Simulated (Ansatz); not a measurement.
Stackings of close-packed layers of HfC (capitals for Hf, lower case for the other element), each relaxed to a stress under 0.05 GPa; energies count from the stacking AcBaCb (R-3m).

The calculation used DFT PBEsol, scalar-relativistic, plane waves, PAW in Ansatz 0.2.0.

Cutoff 420 eV, Gaussian smearing of 0.10 eV, energies at zero smearing, symmetry of each start kept, no spin polarisation.

```json
{"start": "AbAc", "atoms": "4", "k mesh": "12×12×9", "excess energy (meV/atom)": "558.5", "excess energy on a denser mesh (meV/atom)": "558.0", "spacing of like layers (Å)": "2.860", "a (Å)": "3.233", "denser mesh": "21×21×18"}
{"start": "AcBc", "atoms": "4", "k mesh": "12×12×9", "excess energy (meV/atom)": "186.6", "excess energy on a denser mesh (meV/atom)": "186.4", "spacing of like layers (Å)": "2.585", "a (Å)": "3.301", "denser mesh": "21×21×18"}
{"start": "AcBcAbCb", "atoms": "8", "k mesh": "12×12×5", "excess energy (meV/atom)": "104.3", "excess energy on a denser mesh (meV/atom)": "104.4", "spacing of like layers (Å)": "2.641", "a (Å)": "3.268", "denser mesh": "21×21×10"}
{"start": "AcBaCbAbCaBc", "atoms": "12", "k mesh": "12×12×3", "excess energy (meV/atom)": "75.1", "excess energy on a denser mesh (meV/atom)": "75.3", "spacing of like layers (Å)": "2.651", "a (Å)": "3.264", "denser mesh": "21×21×6"}
{"start": "AcBcAbCaBcAbCb", "atoms": "14", "k mesh": "12×12×3", "excess energy (meV/atom)": "65.1", "excess energy on a denser mesh (meV/atom)": "-", "spacing of like layers (Å)": "2.654", "a (Å)": "3.262", "denser mesh": "-"}
```

Zero in every row: gap on the mesh (eV).

Spin-orbit coupling is left out, which matters for the bands of heavy elements.

Small energy differences in metals hang on the k mesh (about 10 mJ/m² or 1 to 2 meV/atom on the mesh of the relaxation).

Cost: 5 runs of about 21 core-minutes in all, on Arm Neoverse V1 (shared hosts).